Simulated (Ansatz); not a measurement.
Structures of GeSb2Te4: which is lowest?

Plane-wave DFT in Ansatz with scalar-relativistic PAW potentials, cutoff 420 eV, Γ-centred meshes chosen by cell and gap, Gaussian smearing with energies taken to zero width. Every cell was relaxed (cell and atoms) in a run of its own, within the symmetry of its start. Functional: PBE.

Relaxed structures (starts from databases or built by putting these elements on another compound's sites):
A. I-4m2, 7 atoms in the computed cell, a = 6.117 Å, c = 12.132 Å; sites (symmetry × multiplicity) Ge -4m2 × 2, Sb -4m2 × 2 + -4m2 × 2, Te 2mm. × 4 + 2mm. × 4; start: database
B. R-3m, 7 atoms in the computed cell, a = 4.326 Å, c = 39.466 Å; sites (symmetry × multiplicity) Ge -3m × 3, Sb 3m × 6, Te 3m × 6 + 3m × 6; start: database
C. R3m, 7 atoms in the computed cell, a = 4.298 Å, c = 42.391 Å; sites (symmetry × multiplicity) Ge 3m × 3, Sb 3m × 3 + 3m × 3, Te 3m × 3 + 3m × 3 + 3m × 3 + 3m × 3; start: database

**Question.** Rank them by energy. Could pressure change the order?

**Answer.**
| structure | group | E − E(lowest) (meV/atom) | V (Å³/atom) | gap on mesh (eV) |
| --- | --- | --- | --- | --- |
| C | R3m | 0.0 | 32.29 | 0.33 |
| A | I-4m2 | 100 | 32.42 | 0.00 |
| B | R-3m | 114 | 30.45 | 0.00 |

C is lowest, 100 meV/atom under A. B is denser by 1.84 Å³/atom, so pressure favours it: ΔE/ΔV, with ΔE in eV and 1 eV/Å³ = 160.2 GPa, gives about 10 GPa for equal enthalpy if both cells were rigid, a rough figure since the two compress differently. Other structures may lie lower than all of these, and vibrations aren't counted.

Spin-orbit coupling is left out, which matters for the bands of heavy elements.